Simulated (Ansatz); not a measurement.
# Al₃InSb₄ (Pmm2) at 3 levels of theory

One geometry, relaxed with PBE; plane waves with PAW potentials in Ansatz, scalar-relativistic unless the row names spin-orbit coupling. No spin polarisation but for the spin–orbit row. Gaps are the least over mesh and band path; pressure is positive in compression.

```cif
data_structure
_symmetry_space_group_name_H-M 'P 1'
_symmetry_Int_Tables_number 1
_cell_length_a 4.4721
_cell_length_b 8.9407
_cell_length_c 6.3172
_cell_angle_alpha 90.000
_cell_angle_beta 90.000
_cell_angle_gamma 90.000
_cell_volume 252.58
loop_
_atom_site_label
_atom_site_type_symbol
_atom_site_fract_x
_atom_site_fract_y
_atom_site_fract_z
_atom_site_occupancy
Al1 Al 0.00000 0.00000 0.99955 1
Al2 Al 0.50000 0.24332 0.49997 1
Al3 Al 0.50000 0.75668 0.49997 1
In1 In 0.00000 0.50000 0.99996 1
Sb1 Sb 0.50000 0.00000 0.24304 1
Sb2 Sb 0.00000 0.23877 0.74119 1
Sb3 Sb 0.50000 0.50000 0.27514 1
Sb4 Sb 0.00000 0.76123 0.74119 1
```

```csv
level,cutoff (eV),k mesh,gap (eV),pressure (GPa)
PBE,420,6×4×4,0.73,0.0
```

**Question.** What comes out on the same cell with r2SCAN, PBE with spin-orbit coupling?

**Answer.**
```
                       level  cutoff (eV)  k mesh  gap (eV)  pressure (GPa)
                      r2SCAN          500   6×4×4      1.16            -1.3
PBE with spin-orbit coupling          420   6×4×4      0.54             0.0
```

Spin-orbit coupling matters for the bands of heavy elements and enters only rows that name it.

The cell was found from a structure generator's guess, not taken from experiment.
